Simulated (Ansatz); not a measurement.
Here is the system:

ZnSnO$_{3}$:
```
CELL_PARAMETERS angstrom
      2.63904     1.52365     4.67033
     -2.63904     1.52365     4.67033
      0.00000    -3.04730     4.67033
ATOMIC_POSITIONS crystal
  Zn 0.29497 0.29497 0.29497
  Zn 0.79497 0.79497 0.79497
  Sn 0.01257 0.01257 0.01257
  Sn 0.51257 0.51257 0.51257
  O  0.72146 0.11606 0.40523
  O  0.40523 0.72146 0.11606
  O  0.11606 0.40523 0.72146
  O  0.90523 0.61606 0.22146
  O  0.22146 0.90523 0.61606
  O  0.61606 0.22146 0.90523
```

This is the PBEsol-relaxed structure. Cartesian axes are those of the cell as given.

Q: All from the program Ansatz at the PBEsol level (PAW), unless another level is named. Predict the Young's modulus.

A: 201 GPa.

Q: Give the elastic constants (relaxed ions, GPa).

A: C11 = 313, C12 = 150, C13 = 122, C14 = 1.0, C33 = 249, C44 = 71.0.

Space group R3c. The cell was relaxed with PBEsol under the symmetry of its start. Scalar-relativistic: spin–orbit coupling is off unless named, which matters more the heavier the elements.

Potentials: the later of the program's two PAW sets.
